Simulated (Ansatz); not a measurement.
According to plane-wave PAW PBEsol (Ansatz code), Ti in the diamond structure (Fd-3m) relaxes to a = 5.865 Å. Ti has 4 nearest neighbours from 2.54 Å (tetrahedral).

Electronic character: metallic (no gap). The magnetic state found is ferromagnetic. The net moment is 2.15 μB per atom.

An equation-of-state fit gives a bulk modulus of 22.2 GPa. The relaxed-ion elastic constants in GPa are C11 = -17.6, C12 = 41.4, C44 = -149.

The start of the workflow was typed in or built on a structure type; neither database checked (COD, Materials Project) lists it. It is not the phase usual at ambient conditions (space group No. 194). The cell was relaxed with PBEsol under the symmetry of its start. At this level the phase is mechanically unstable. Spin order of the final state: ferromagnetic, chosen from 4 collinear starts compared on coarse meshes (ties went to the first, and starts can fall back to one state), not a proven ground state. As this level gives no gap, shear constants depend on the k-mesh and smearing (Fermi–Dirac, 0.1 eV here).

Potentials: the later of the program's two PAW sets.
